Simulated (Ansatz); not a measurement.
Data:

CuI:
```xyz
2
Lattice="0.0000 2.9306 2.9306 2.9306 0.0000 2.9306 2.9306 2.9306 0.0000" Properties=species:S:1:pos:R:3 pbc="T T T"
Cu     4.3959     4.3959     4.3959
I      0.0000     0.0000     0.0000
```

This is the LDA-relaxed structure.

**Question.** All from LDA in the plane-wave PAW code Ansatz, unless another level is named. Give the hole effective mass, band 2 of 3 at the edge.

**Answer.** 0.59 along [100], 0.59 along [110], 1.2 along [111] (mₑ).

**Question.** And the valence-band maximum?

**Answer.** at Γ.

Space group F-43m (zinc blende). The LDA relaxation kept the symmetry of its start. No spin polarisation was allowed. Scalar-relativistic: spin–orbit coupling is off unless named, which matters more the heavier the elements.

Potentials: the earlier of the program's two PAW sets. The files were generated under PBE; for other functionals the program regenerates the frozen cores, and for LDA and PBEsol the local potential too.

Edges and masses are those of Kohn–Sham bands, whose gap is no quasiparticle gap.
